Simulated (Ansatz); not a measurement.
Ansatz run, LiMgTlBi4

The input, for Ansatz 0.2.0 (plane waves, PAW):

```yaml
crystal:
  lattice:
    - [3.903263, 5.972687, 0.0]
    - [3.903263, -5.972687, 0.0]
    - [0.0, 0.0, -8.652327]
  atoms:
    - { symbol: Tl, position: [0.851, 0.149, 0.75] }
    - { symbol: Tl, position: [0.149, 0.851, 0.25] }
    - { symbol: Mg, position: [0.5, 0.5, 0.0] }
    - { symbol: Mg, position: [0.5, 0.5, 0.5] }
    - { symbol: Bi, position: [0.7335, 0.7717, 0.75] }
    - { symbol: Bi, position: [0.2665, 0.2283, 0.25] }
    - { symbol: Bi, position: [0.7717, 0.7335, 0.25] }
    - { symbol: Bi, position: [0.2283, 0.2665, 0.75] }
    - { symbol: Bi, position: [0.2584, 0.7416, 0.4686] }
    - { symbol: Bi, position: [0.7416, 0.2584, 0.9686] }
    - { symbol: Bi, position: [0.7416, 0.2584, 0.5314] }
    - { symbol: Bi, position: [0.2584, 0.7416, 0.0314] }
    - { symbol: Li, position: [0.1641, 0.8359, 0.75] }
    - { symbol: Li, position: [0.8359, 0.1641, 0.25] }
  symmetry: { tolerance: 0.0003 }
kpoints:
  mp_grid: { grid: [5, 5, 4], shift: [0, 0, 0] }
  band_path:
    path:
      - [0.0, 0.0, 0.0]
      - [0.5, -0.5, 0.0]
      - [0.64322831, -0.35677169, 0.0]
      - [0.35677169, 0.35677169, 0.0]
      - [0.0, 0.0, 0.0]
      - [0.0, 0.0, -0.5]
      - [0.35677169, 0.35677169, -0.5]
      - [0.64322831, -0.35677169, -0.5]
      - [0.5, -0.5, -0.5]
      - [0.5, -0.5, 0.0]
      - [0.0, 0.0, 0.0]
    npoints: 6
magnetization:
  spin_polarized: false
scf:
  occupations: { method: fermi_dirac }
  lower_state_search: "off"
  max_iter: 200
hamiltonian:
  pseudopotentials: { kind: paw }
  xc: lda
basis:
  ecutwfc: 420
  fft_grid_basis: typed
output:
  forces: true
  stress: true
  eigenvalues: true
  populations: true
  elf: true
  write_potential: true
  volumetric_format: npy
  dos:
    e_range: [-12, 8]
    de: 0.05
    projected: { site_lists: { Bi: [Bi], Li: [Li], Mg: [Mg], Tl: [Tl] } }
checkpoint:
  read: saved_state
```

The saved state is an earlier solution for the same cell, perhaps on another mesh. 

Excerpt of what it printed:

```
SCF iter   1: F=—  Δρ=1.41e-3  dr2=1.94e-2
SCF iter   2: F=—  Δρ=8.06e-4  dr2=6.01e-3
SCF iter   3: F=—  Δρ=1.57e-4  dr2=2.10e-4
SCF iter   4: F=—  Δρ=5.67e-5  dr2=2.50e-5
SCF iter   5: F=—  Δρ=1.56e-5  dr2=2.94e-6
SCF iter   6: F=—  Δρ=5.50e-6  dr2=4.11e-7
SCF iter   7: F=-123171.3969 eV  Δρ=2.02e-6  dr2=5.54e-8
Free energy (F): -123171.3969 eV
Harris-Foulkes:  -123171.3969 eV  (|F-HF|=2.38e-8)
Internal energy: -123171.0646 eV  (E = F + TS)
E sigma→0 (E₀):  -123171.2308 eV
Entropy (-TS):   -0.3323 eV (-23.736 meV/atom)
Fermi energy:    8.6135 eV
--- Per-component energies (eV) ---
  E_band       = -1861.7095
  E_kinetic    = 3341.9437
  E_local      = -19641.8147  (includes V_loc(G=0)·N_el)
  E_nonlocal   = 5277.9532
  E_hartree    = 6837.6394
  E_xc         = -1753.3263
  E_vxc        = -1562.7015  (∫ρ·V_xc dr)
  E_paw        = -103147.9112  (= ΣΔE_a)
  E_vpaw       = -2952.3629  (= ΣTr[D̂ρ^β])
  E_aug_tail   = -0.0041  (compensation charges beyond the density's cutoff)
  E_ewald      = -14085.5233
  E_core_change = -0.0212  (= ΣΔE_core)
  E_smearing   = -0.3323  (= −TS)
--- Forces (eV/Å), atoms counted from 1 ---
  atom   1  Tl     0.0000     4.7753     0.0000
  atom   2  Tl     0.0000    -4.7753     0.0000
  atom   3  Mg     0.0000     0.0000     0.0000
  atom   4  Mg     0.0000     0.0000     0.0000
  atom   5  Bi    -3.9564     3.3245     0.0000
  atom   6  Bi     3.9564    -3.3245     0.0000
  atom   7  Bi    -3.9564    -3.3245     0.0000
  atom   8  Bi     3.9564     3.3245     0.0000
  atom   9  Bi     0.0000     5.6190    -8.3629
  atom  10  Bi     0.0000    -5.6190    -8.3629
  atom  11  Bi     0.0000    -5.6190     8.3629
  atom  12  Bi     0.0000     5.6190     8.3629
  atom  13  Li     0.0000    -0.0934     0.0000
  atom  14  Li     0.0000     0.0934     0.0000
--- Stress (GPa, compression-positive) ---
        9.5251       0.0000       0.0000
        0.0000      18.6848       0.0000
        0.0000       0.0000      25.8193
  P = ⅓ Tr σ = 18.0097 GPa (180.097 kbar)
--- Löwdin populations: 14 sites ---
  site symbol       q [e]
     0     Tl     13.0629
     1     Tl     13.0629
     2     Mg      8.6882
     3     Mg      8.6882
     4     Bi     15.4146
     5     Bi     15.4146
     6     Bi     15.4146
     7     Bi     15.4146
     8     Bi     15.2606
     9     Bi     15.2606
    10     Bi     15.2606
    11     Bi     15.2606
    12     Li      2.4203
    13     Li      2.4203
  spilling = 0.0056 (of n_electrons = 172.0000)
```

Total energies depend on the potentials used, so only differences within one code and one set of settings carry meaning.

Origin: a known structure type with other elements, at an estimated volume, so it need not be a known compound. Caveats: atoms or cell far from equilibrium.
